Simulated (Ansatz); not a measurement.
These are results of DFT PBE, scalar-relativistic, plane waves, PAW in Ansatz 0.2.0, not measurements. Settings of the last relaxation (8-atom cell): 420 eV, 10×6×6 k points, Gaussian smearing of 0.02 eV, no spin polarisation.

Formation energies are uncorrected and count from the elements' standard states at the same level.

**Question.** Give a relaxed trial structure of an orthorhombic narrow-gap semiconductor that holds Ga and 2 more elements, with a gap near 0.4 eV, a formation energy near −0.36 eV/atom and about 23 Å³ per atom, in a cell of 8 atoms.

**Answer.** Ga4As3P, space group Amm2 (No. 38). Ga on a site of symmetry m is surrounded by 1 P at 2.41 Å and 3 As at 2.48 Å; Ga on a site of symmetry mm2 has 2 P at 2.43 Å and 2 As at 2.49 Å; P is surrounded by 4 Ga at 2.41–2.43 Å; As on a site of symmetry m has 4 Ga at 2.46–2.49 Å; 2 more sites not described.

```yaml
crystal:
  lattice:
    - [4.01910, 0.00000, 0.00000]
    - [0.00000, 4.01917, 5.68543]
    - [0.00000, -4.01917, 5.68543]
  atoms:
    - { symbol: Ga, position: [0.00000, 0.50765, 0.99699] }
    - { symbol: Ga, position: [0.50000, 0.99526, 0.99526] }
    - { symbol: Ga, position: [0.50000, 0.50026, 0.50026] }
    - { symbol: Ga, position: [0.00000, 0.99699, 0.50765] }
    - { symbol: P, position: [0.00000, 0.87499, 0.87499] }
    - { symbol: As, position: [0.50000, 0.37484, 0.87521] }
    - { symbol: As, position: [0.00000, 0.37478, 0.37478] }
    - { symbol: As, position: [0.50000, 0.87521, 0.37484] }
```

The volume per atom is 22.96 Å³. The density is 4.83 g/cm³, the energy over the elements is −0.365 eV/atom and the gap on the 10×6×6 mesh of the 8-atom cell is 0.44 eV.

The structure comes from a generated guess, relaxed at this level; another structure or a mixture of phases may lie lower. The answer needn't be unique; the calculation gave this one.

Kohn–Sham gaps at this level usually fall short of measured ones. The reference forms of As and P are held partly by dispersion forces, which this level lacks. A later test with randomly moved atoms came back to the same energy, though modes that don't fit the test's cell weren't probed.
